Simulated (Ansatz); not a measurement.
The relaxed structure here is a generated cell of WS2: the first start was made by placing the elements on the sites of a structure type, and the end was not matched to a known phase here, so it may be hypothetical. Known forms of WS2 include space group No. 194.

One stationary structure of WS$_{2}$. All values below come from PBEsol (plane waves to 420 eV, PAW, scalar-relativistic; Ansatz, a first-principles code).

```
CELL_PARAMETERS angstrom
      5.88923     0.00000     0.00000
      0.00000     5.86019     0.00000
     -0.95562     0.00000     5.53054
ATOMIC_POSITIONS crystal
  W  0.99147 0.70995 0.95381
  W  0.54767 0.20149 0.06188
  W  0.99147 0.29005 0.45381
  W  0.54767 0.79851 0.56188
  S  0.62219 0.42547 0.41478
  S  0.15466 0.64890 0.60954
  S  0.34807 0.86028 0.15797
  S  0.83221 0.06945 0.79099
  S  0.34807 0.13972 0.65797
  S  0.83221 0.93055 0.29099
  S  0.62219 0.57453 0.91478
  S  0.15466 0.35110 0.10954
```

Q: Determine the symmetry and give the standard cell with its independent sites.

A: Space group Pc (No. 7); a = 5.8892 Å, b = 5.8602 Å, c = 5.6125 Å, α = γ = 90.00°, β = 99.80°

```csv
atom,site,symmetry,x,y,z
W,2a,1,0.9915,0.2900,0.4538
W,2a,1,0.5477,0.2015,0.0619
S,2a,1,0.6222,0.4255,0.4148
S,2a,1,0.1547,0.3511,0.1095
S,2a,1,0.3481,0.1397,0.6580
S,2a,1,0.8322,0.0694,0.7910
```

Q: Give the shortest distances between elements (the closest pairs, up to four, under 3.6 Å).

A: S–W 2.29 Å; S–S 2.83 Å; W–W 3.16 Å.

| Property | Result |
|---|---|
| Volume per atom | 15.91 Å³ |
| Band gap | no gap on the sampled points, where the bands overlap only slightly; such a result is sensitive to mesh and level |
| Magnetic moment | zero (the starting moments vanished) |

No spin polarisation in the result: the starting moments vanished.

It was reached from a disturbed copy of a Pa-3 (No. 205) cell, against which it lies -0.11 eV/atom.
